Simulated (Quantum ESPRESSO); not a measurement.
## Kohn-Sham bands of In2SbAs (R3m)

```yaml
crystal:
  lattice:
    - [-2.26984, 3.93147, 0.00000]
    - [-4.53967, 0.00000, 0.00000]
    - [-2.26984, 1.31049, 7.40137]
  atoms:
    - { symbol: In, position: [0.99508, 0.99508, 0.01475] }
    - { symbol: In, position: [0.50486, 0.50486, 0.48542] }
    - { symbol: Sb, position: [0.37531, 0.37531, 0.87407] }
    - { symbol: As, position: [0.87473, 0.87473, 0.37580] }
```

Materials Project entry mp-1223844; symmetrised, unrelaxed at this level. Not found in the COD (Crystallography Open Database) copy used; not checked further. Computed values, not measurements, from PBEsol: Quantum ESPRESSO (norm-conserving PseudoDojo potentials, cutoff 68 Ry, no spin polarisation, no spin-orbit coupling) on a Γ-centred 6×6×6 mesh, then Wannier90. Density: 8×8×8 mesh, cold smearing 0.01 Ry. Spin-orbit coupling is left out although heavy elements are present.

Energies are relative to the Fermi level; weights are on the orthonormalised atomic waves of the pseudopotential files, averaged over the group. 56 electrons a cell are treated as valence.

**Question.** Into which isolated groups do the bands fall, where do they lie and what are they made of?

**Answer.** 
```tsv
bands	from (eV)	to (eV)	filling	weight on atomic waves
1–5	-35.40	-35.39	filled	As 3d 100 %
6–10	-28.38	-28.36	filled	Sb 4d 100 %
11–20	-14.64	-14.29	filled	In 4d 99 %
21–22	-11.21	-8.67	filled	As 4s 34 %, Sb 5s 31 %, In 5p 20 %
```

No gap over 0.05 eV opens at the Fermi level at this level of theory; semilocal functionals close the gap of some real semiconductors.
